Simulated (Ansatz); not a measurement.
Al$_{3}$BC$_{3}$ in space group P6_3cm (No. 185; Pearson symbol hP42), DFT-PBEsol in the program Ansatz with PAW potentials. The conduction-band minimum lies at M, with 3 equivalent valleys. Second derivatives d²E/dk² of the lowest band at one valley (eV·Å²), along Cartesian directions:

```
direction  d²E/dk²
---------  -------
[100]        12.18
[010]        12.14
[001]        11.40
[110]        12.17
[101]        11.79
[011]        11.76
```

Question: Find the principal effective masses, the density-of-states mass and the conductivity mass.

Answer: Off-diagonal terms follow from H_xy = H[110] − (H_xx + H_yy)/2, and m*/mₑ = 7.620 eV·Å² over each eigenvalue: 0.63, 0.63, 0.67. One valley's DOS mass (m₁m₂m₃)^(1/3) = 0.64, conductivity mass 3/(Σ 1/mᵢ) = 0.64 mₑ.

Question: What effective density of states Nc follows at 300 K for parabolic valleys?

Answer: Nc = 2.509e19 × 3 × (0.64)^(3/2) ≈ 3.9e19 cm⁻³.

The workflow started from a Materials Project entry (that database holds measured and hypothetical structures alike); the Crystallography Open Database copy checked does not list it. Its standing as an ambient phase is unchecked. The PBEsol relaxation kept the symmetry of its start; whether a distortion lowers the energy is not shown.

Potentials: the earlier of the program's two PAW sets. The files were generated under PBE; for other functionals the program regenerates the frozen cores, and for LDA and PBEsol the local potential too.

Edges and masses are those of Kohn–Sham bands, whose gap is no quasiparticle gap.
